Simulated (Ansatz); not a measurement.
Data:

SrTiO3:
```cif
data_O3SrTi
_chemical_formula_sum 'Sr1 Ti1 O3'
_space_group_name_H-M_alt 'Pm-3m'
_space_group_IT_number 221
_space_group_name_Hall '-P 4 2 3'
_cell_length_a 3.90683
_cell_length_b 3.90683
_cell_length_c 3.90683
_cell_angle_alpha 90.000
_cell_angle_beta 90.000
_cell_angle_gamma 90.000
loop_
_atom_site_label
_atom_site_type_symbol
_atom_site_symmetry_multiplicity
_atom_site_Wyckoff_symbol
_atom_site_fract_x
_atom_site_fract_y
_atom_site_fract_z
_atom_site_occupancy
Sr1 Sr 1 a 0.00000 0.00000 0.00000 1
Ti1 Ti 1 b 0.50000 0.50000 0.50000 1
O1 O 3 c 0.00000 0.50000 0.50000 1
```

This is the r²SCAN-relaxed structure.

Question: All from plane-wave PAW r²SCAN (Ansatz code), unless another level is named. Give the formation energy from the elements (no fitted shifts).

Answer: -3.43 eV/atom.

Question: And the band gap?

Answer: 2.26 eV (indirect).

Question: What about the electron effective mass with spin–orbit coupling, band 2 of 2 at the edge?

Answer: 0.41 along [100], 0.49 along [110], 0.56 along [111] (mₑ).

Question: What about the valence-band maximum?

Answer: at R.

Question: And the conduction-band minimum?

Answer: at Γ.

The cell was relaxed with r²SCAN under the symmetry of its start. At this level the phase is dynamically unstable (imaginary phonons). No spin polarisation was allowed. The references are the lowest solids computed at this level, not always the standard phases (solids in place of the gases). Scalar-relativistic: spin–orbit coupling is off unless named, which matters more the heavier the elements.

Potentials: the later of the program's two PAW sets.
